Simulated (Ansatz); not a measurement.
Starting cell, BAs (zinc blende):

```
BAs
1.0
    0.00000     2.40467     2.40467
    2.40467     0.00000     2.40467
    2.40467     2.40467     0.00000
As B
1 1
Direct
  0.75000   0.75000   0.75000
  0.00000   0.00000   0.00000
```

In this cell atom 2 (B, nearest neighbour As at 2.083 Å; its periodic images, 3.4 Å or more away, move with it) is moved by s along Cartesian x, unit vector (1.000, 0.000, 0.000); all other atoms and the cell stay fixed.

Computed with PBE (plane waves to 420 eV, PAW, scalar-relativistic; Ansatz, a first-principles code). k mesh 10×10×10 (Γ-centred), Fermi-Dirac smearing 0.05 eV. E stands for the smeared free energy. As the smearing reaches across the gap at some points, energies and forces of such displacements shift with the k mesh and the smearing. BAs was relaxed with its symmetry unable to fall. The zero of ΔE is the undisplaced structure. The last digit holds for this mesh only.

```csv
s (Å),ΔE (meV/cell)
-0.620,2330.5
-0.496,1649.5
-0.372,withheld
-0.248,468.6
-0.124,121.4
0.000,0.0
0.124,121.4
0.248,468.6
0.372,withheld
0.496,1649.5
0.620,2330.5
```

### Question
Fit an even polynomial form (powers 2, 4, 6) to the given rows and predict ΔE at s = 0.372.

### Answer
Least squares on the 9 given rows: ΔE = (7943)·s² + (-5287)·s⁴ + (1026)·s⁶, in meV/cell with s in Å; root-mean-square residual 0.27 meV/cell. At 0.372 the fit gives 1000.7 meV/cell; the calculation gives 998.6 meV/cell, so the interpolation is off by 2.1 (+0.2 %). The quadratic term alone would give 1099.2 meV/cell.

(For displaced atoms, the force is minus the slope of the energy, and its curvature is a force constant, which sets phonon frequencies.)
